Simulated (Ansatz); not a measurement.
**Relaxing silver (bcc)**

Level of theory: DFT, LDA (PW92), plane waves (420 eV) with PAW, scalar-relativistic in Ansatz 0.2.0. (PAW data from PBE, frozen cores regenerated.)

k-point mesh 14×14×14, Fermi-Dirac smearing 0.1 eV, no spin polarisation. Cell and atoms relax.

Starting structure:

```xyz
1
Lattice="-1.6216 1.6216 1.6216 1.6216 -1.6216 1.6216 1.6216 1.6216 -1.6216" Properties=species:S:1:pos:R:3 pbc="T T T"
Ag    0.0000    0.0000    0.0000
```

Task: What cell does the relaxation end in?

Result: Im-3m with a = 3.183 Å; 16.12 Å³ per atom against 17.06 at the start (-5.5 %).

Task: How much energy does the relaxation gain?

Result: 20.2 meV per atom.
